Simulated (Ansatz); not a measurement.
Vibrational response of VMo3S8

These are results of DFT PBE, scalar-relativistic, plane waves, PAW in Ansatz, not measurements. Plane waves to 420 eV; Γ-centred k mesh 12×12×2; Fermi-Dirac smearing of 0.15 eV. No spin polarisation. Phonons by linear response, acoustic sum rule imposed.

The cell, relaxed at this level:
```
CELL_PARAMETERS angstrom
3.19319 0.00000 0.00000
-1.59659 2.76538 0.00000
0.00000 0.00000 27.86292
ATOMIC_POSITIONS crystal
V 0.00000 0.00000 0.00000
Mo 0.00000 0.00000 0.24622
Mo 0.00000 0.00000 0.50000
Mo 0.00000 0.00000 0.75378
S 0.66667 0.33333 0.18934
S 0.66667 0.33333 0.44310
S 0.66667 0.33333 0.69689
S 0.66667 0.33333 0.94747
S 0.33333 0.66667 0.05253
S 0.33333 0.66667 0.30311
S 0.33333 0.66667 0.55690
S 0.33333 0.66667 0.81066
```

It was reached by relaxing an invented guess, and it needn't be the stable form of this composition. In a metal, frequencies depend on the k mesh and the smearing, soft modes most. No dispersion correction is applied, so modes and constants that involve weak contacts between layers, chains or molecules come out too soft.

Optical modes at Γ:
```csv
frequency (meV),degeneracy
≈0,2
≈0,2
0.7,2
1.1,1
1.1,1
1.6,1
25.7,2
26.1,4
26.2,2
29.8,2
31.5,4
31.5,2
43.4,1
44.0,1
44.1,1
44.1,1
48.6,1
48.7,2
52.5,1
```

All 33 optical modes at Γ are real: no displacement of atoms at fixed cell lowers the energy to second order. Strains and modes at other wave vectors aren't tested by this run.
